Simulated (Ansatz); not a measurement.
SiGe in space group I-4m2 (No. 119; Pearson symbol tI20), DFT-PBE in the program Ansatz with PAW potentials. The conduction-band minimum lies at Γ, with 1 equivalent valley. Second derivatives d²E/dk² of the lowest band at one valley (eV·Å²), along Cartesian directions:

```
direction  d²E/dk²
---------  -------
[100]        42.16
[010]        42.16
[001]        5.628
[110]        42.20
[101]        23.90
[011]        23.90
```

**Question.** Find the principal effective masses, the density-of-states mass and the conductivity mass.

**Answer.** Off-diagonal terms follow from H_xy = H[110] − (H_xx + H_yy)/2, and m*/mₑ = 7.620 eV·Å² over each eigenvalue: 0.18, 0.18, 1.4. One valley's DOS mass (m₁m₂m₃)^(1/3) = 0.35, conductivity mass 3/(Σ 1/mᵢ) = 0.25 mₑ.

**Question.** What effective density of states Nc follows at 300 K for parabolic valleys?

**Answer.** Nc = 2.509e19 × 1 × (0.35)^(3/2) ≈ 5.2e18 cm⁻³.

The start of the workflow was typed in or built on a structure type; neither database checked (COD, Materials Project) lists it. Its standing as an ambient phase is unchecked. Symmetry was held in the PBE relaxation; its stability against distortions is not shown here. Spin–orbit coupling is left out wherever it is not named.

Potentials: the later of the program's two PAW sets.

Edges and masses are those of Kohn–Sham bands, whose gap is no quasiparticle gap.
